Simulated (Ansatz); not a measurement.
All numbers below come from DFT PBE, scalar-relativistic, plane waves, PAW (Ansatz 0.2.0). The final run on the 7-atom cell used 420 eV, a Γ-centred 6×6×12 mesh, 0.10 eV smearing and collinear spin.

Formation energies are uncorrected and count from the elements' standard states at the same level.

Q: Find a candidate tetragonal metal that holds S and 2 more elements, with a formation energy near −0.17 eV/atom, about 32 Å³ per atom and a net moment near 0.3 μB per atom, in a cell of 7 atoms. Its symmetry should be P4/mmm (No. 123).

A: Ta₂PtS₄, space group P4/mmm (No. 123). Ta has 4 S at 2.39 Å; around Pt lie 4 S at 2.35 Å; around S lie 1 Pt at 2.35 Å and 2 Ta at 2.39 Å.

```cif
data_structure
_symmetry_space_group_name_H-M 'P4/mmm'
_symmetry_Int_Tables_number 123
_cell_length_a 8.1404
_cell_length_b 8.1404
_cell_length_c 3.3285
_cell_angle_alpha 90.000
_cell_angle_beta 90.000
_cell_angle_gamma 90.000
_cell_volume 220.57
loop_
_atom_site_label
_atom_site_type_symbol
_atom_site_symmetry_multiplicity
_atom_site_Wyckoff_symbol
_atom_site_fract_x
_atom_site_fract_y
_atom_site_fract_z
_atom_site_occupancy
Ta1 Ta 2 f 0.50000 0.00000 0.00000 1
Pt1 Pt 1 d 0.50000 0.50000 0.50000 1
S1 S 4 o 0.78892 0.50000 0.50000 1
```

The volume per atom is 31.51 Å³. The density is 5.16 g/cm³, the formation energy is −0.17 eV/atom and the gap on the 6×6×12 mesh of the 7-atom cell is 0 eV (a metal). The net moment per atom is 0.34 μB and the moment by site is Ta 0.5 (×2) μB.

The structure comes from a generated guess, relaxed at this level; another structure or a mixture of phases may lie lower. The answer needn't be unique; the calculation gave this one.

These runs have no spin–orbit coupling, which can matter for Pt and Ta. The reference form of S is held partly by dispersion forces, which this level lacks. Another magnetic order may lie lower. Symmetry constrained the relaxation, so the result can be a saddle point. Site moments count only spheres around the atoms; the net moment includes the space between them.
